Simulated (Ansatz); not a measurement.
Consider the following.

CoGe2:
```xyz
3
Lattice="-1.6509 1.6509 3.9686 1.6509 -1.6509 3.9686 1.6509 1.6509 -3.9686" Properties=species:S:1:pos:R:3 pbc="T T T"
Co     0.0000     0.0000     0.0000
Ge     0.0000     0.0000     2.7025
Ge     0.0000     0.0000     5.2347
```

This is the PBE-relaxed structure.

All from plane-wave PAW PBE (Ansatz code), unless another level is named. Give the electronic character.

metallic (no gap).

Give the formation energy from the elements (no fitted shifts).

18 kJ/mol of atoms.

Give the density of states at the Fermi level.

0.63 states/eV per atom (mean over ±0.08 eV).

Space group I4/mmm (MoSi2 or CaC2 type). A made-up cell: these elements were put on the sites of a structure type; neither database checked (COD, Materials Project) lists it. Whether it is the stable phase at ambient conditions was not checked. The PBE relaxation kept the symmetry of its start; its stability against distortions is not shown here. The workflow began spin-polarised and lost its moments. The references are the lowest solids computed at this level, not always the standard phases. Spin–orbit coupling is left out wherever it is not named.

Potentials: the later of the program's two PAW sets.
